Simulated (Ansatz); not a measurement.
LaSi$_{2}$Pt$_{2}$:
```cif
data_La2Pt4Si4
_chemical_formula_sum 'Si4 Pt4 La2'
_space_group_name_H-M_alt 'I4/mmm'
_space_group_IT_number 139
_space_group_name_Hall '-I 4 2'
_cell_length_a 4.29589
_cell_length_b 4.29589
_cell_length_c 9.94546
_cell_angle_alpha 90.000
_cell_angle_beta 90.000
_cell_angle_gamma 90.000
loop_
_atom_site_label
_atom_site_type_symbol
_atom_site_symmetry_multiplicity
_atom_site_Wyckoff_symbol
_atom_site_fract_x
_atom_site_fract_y
_atom_site_fract_z
_atom_site_occupancy
Si1 Si 4 e 0.00000 0.00000 0.37557 1
Pt1 Pt 4 d 0.00000 0.50000 0.25000 1
La1 La 2 a 0.00000 0.00000 0.00000 1
```
(The calculation used a cell of 5 atoms; values per cell refer to that cell.)

Relaxed with r²SCAN.

Q: Which orbitals make up the states near the Fermi level in the program Ansatz at the r²SCAN level (PAW)?

A: Within 0.5 eV of the Fermi level: Pt 5d 37 %, Si 3p 26 %, La 5d 23 %. Projections are on Löwdin-orthogonalised atomic valence shells; empty p or d shells of many metals are not among them.

Q: Tabulate the density of states.

A: States/eV per cell of 5 atoms, in 0.25 eV bins, energy from the Fermi level.

```
E (eV)  total  Pt 5d  La 4f  Si 3p
------  -----  -----  -----  -----
-7.85    0.00   0.00   0.00   0.00
-7.60    0.00   0.00   0.00   0.00
-7.35    0.00   0.00   0.00   0.00
-7.10    0.14   0.05   0.00   0.04
-6.85    1.64   0.64   0.01   0.49
-6.60    2.18   0.90   0.01   0.68
-6.35    2.45   1.09   0.01   0.78
-6.10    2.53   1.17   0.01   0.81
-5.85    2.99   1.54   0.01   0.90
-5.60    4.49   2.84   0.01   1.11
-5.35    4.79   3.20   0.01   1.08
-5.10    4.90   3.28   0.01   1.04
-4.85    6.17   4.32   0.02   1.21
-4.60    7.64   5.63   0.03   1.34
-4.35    5.84   4.31   0.03   0.91
-4.10    5.64   4.28   0.02   0.74
-3.85    6.27   4.88   0.03   0.71
-3.60    8.12   6.75   0.04   0.64
-3.35    7.22   6.05   0.04   0.58
-3.10    6.86   5.70   0.04   0.60
-2.85    3.34   2.39   0.02   0.53
-2.60    2.00   1.40   0.01   0.31
-2.35    1.20   0.63   0.01   0.27
-2.10    0.83   0.37   0.01   0.25
-1.85    1.11   0.37   0.01   0.35
-1.60    3.09   0.85   0.03   0.98
-1.35    2.18   0.60   0.03   0.78
-1.10    1.60   0.49   0.03   0.52
-0.85    2.12   0.70   0.04   0.60
-0.60    4.03   2.01   0.05   0.86
-0.35    4.26   1.76   0.07   1.11
-0.10    2.68   1.00   0.07   0.68
0.15     2.37   0.75   0.09   0.63
0.40     1.96   0.52   0.12   0.52
0.65     1.69   0.41   0.13   0.44
0.90     1.62   0.34   0.18   0.42
1.15     1.32   0.25   0.19   0.35
1.40     1.27   0.21   0.26   0.33
1.65     1.63   0.20   0.46   0.33
1.90     2.19   0.21   0.71   0.27
2.15     4.61   0.30   1.94   0.37
2.40     6.28   0.23   4.16   0.35
2.65    14.70   0.24  12.92   0.29
2.90    26.31   0.25  24.16   0.20
3.15     4.29   0.16   2.79   0.13
```

The workflow started from an entry of the Crystallography Open Database (COD). Whether it is the stable phase at ambient conditions was not checked. The r²SCAN relaxation kept the symmetry of its start; its stability against distortions is not shown here. The run is not spin-polarised. Scalar-relativistic: spin–orbit coupling is off unless named, which matters more the heavier the elements.

Potentials: the later of the program's two PAW sets.
